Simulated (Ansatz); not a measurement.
**Hg in the diamond structure under several functionals**

All-electron LAPW in Ansatz 0.2.0, scalar-relativistic; spin polarisation is left out. Under each functional the cell was relaxed on PAW files and compressed in steps down to 0.43 of its volume or less; a Vinet curve is fitted to the LAPW pressures over the whole range, which weights high pressures more than a fit near rest would. The structure needn't be the stable one.

```json
{"functional": "LDA", "V0 (Å³/atom)": "33.39", "B0 (GPa)": "27.5", "B0′": "6.74", "P at 14.79 Å³/atom, interpolated (GPa)": "259"}
{"functional": "PBEsol", "V0 (Å³/atom)": "36.11", "B0 (GPa)": "?", "B0′": "7.09", "P at 14.79 Å³/atom, interpolated (GPa)": "266"}
```

**Question.** Give the missing entry: row "PBEsol", column "B0 (GPa)".

**Answer.** 18.3.

**Question.** Do the functionals differ more at rest or under strong compression?

**Answer.** At rest the volumes span 8.1 %. At 14.79 Å³/atom the pressures span 2.6 % (6.8 GPa), which a change of volume of about 0.6 % would make up.
